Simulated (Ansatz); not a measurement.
Relaxed-ion elastic tensor of TiB2 in space group P6/mmm (No. 191; Ti on 1a, B on 2d) in GPa (Voigt order), plane-wave PAW r²SCAN (Ansatz code); density 4.52 g/cm³, 8.52 Å³ per atom.

```
 679  65.0   102   0.0   0.0   0.0
65.0   679   102   0.0   0.0   0.0
 102   102   468   0.0   0.0   0.0
 0.0   0.0   0.0   266   0.0   0.0
 0.0   0.0   0.0   0.0   266   0.0
 0.0   0.0   0.0   0.0   0.0   307
```

Task: Is the crystal mechanically stable?

Result: Yes: the smallest eigenvalue of C is 266 GPa.

Task: Work out the Voigt, Reuss and Hill averages.

Result: K_V = 263, K_R = 258, K_H = 260; G_V = 271, G_R = 265, G_H = 268 GPa.

Task: Give Young's modulus, Poisson's ratio, Pugh's ratio and the universal anisotropy index.

Result: E = 9KG/(3K + G) = 599 GPa; ν = 0.12; K/G = 0.97 (brittle by the Pugh limit of 1.75); A_U = 5G_V/G_R + K_V/K_R − 6 = 0.14.

Task: Estimate the sound speeds and the Debye temperature.

Result: v_l = √((K + 4G/3)/ρ) = 11700 m/s, v_t = √(G/ρ) = 7710 m/s, mean 8440 m/s; Θ = (h/k)(3n/4πV)^(1/3) v_m = 1230 K.

Task: How much does each axis shrink under pressure?

Result: Linear compressibilities β_i = Σ_j S_ij (j = 1 to 3): x 1.1, y 1.1, z 1.6 per TPa.

The cell was relaxed with r²SCAN under the symmetry of its start. The run is not spin-polarised. As this level gives no gap, shear constants depend on the k-mesh and smearing (Fermi–Dirac, 0.1 eV here).

Potentials: the earlier of the program's two PAW sets. The files were generated under PBE; for other functionals the program regenerates the frozen cores, and for LDA and PBEsol the local potential too.
